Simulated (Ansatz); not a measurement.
HfO$_{2}$:
```xyz
6
Lattice="4.8385 0.0000 0.0000 0.0000 4.8385 0.0000 0.0000 0.0000 3.2205" Properties=species:S:1:pos:R:3 pbc="T T T"
Hf     0.0000     0.0000     0.0000
Hf     2.4193     2.4193     1.6103
O      0.9431     3.8954     1.6103
O      3.8954     0.9431     1.6103
O      3.3624     3.3624     0.0000
O      1.4761     1.4761     0.0000
```

Relaxed with r²SCAN.

Question: Give the Bader charges and basin volumes of the independent atoms, the program Ansatz at the r²SCAN level (PAW).

Answer: 

```json
[
 {"atom": "Hf1", "Bader charge (e)": "+2.75", "Bader volume (Å³)": "10.0"},
 {"atom": "O3", "Bader charge (e)": "-1.38", "Bader volume (Å³)": "13.8"}
]
```

Space group P4_2/mnm (rutile). The first step of the workflow began from a Materials Project structure, measured or hypothetical; the Crystallography Open Database copy checked does not list it. It is not the phase usual at ambient conditions (space group No. 14, 29). Symmetry was held in the r²SCAN relaxation; whether a distortion lowers the energy is not shown. No spin polarisation was allowed. Scalar-relativistic: spin–orbit coupling is off unless named, which matters more the heavier the elements.

Potentials: the earlier of the program's two PAW sets. The files were generated under PBE; for other functionals the program regenerates the frozen cores, and for LDA and PBEsol the local potential too.
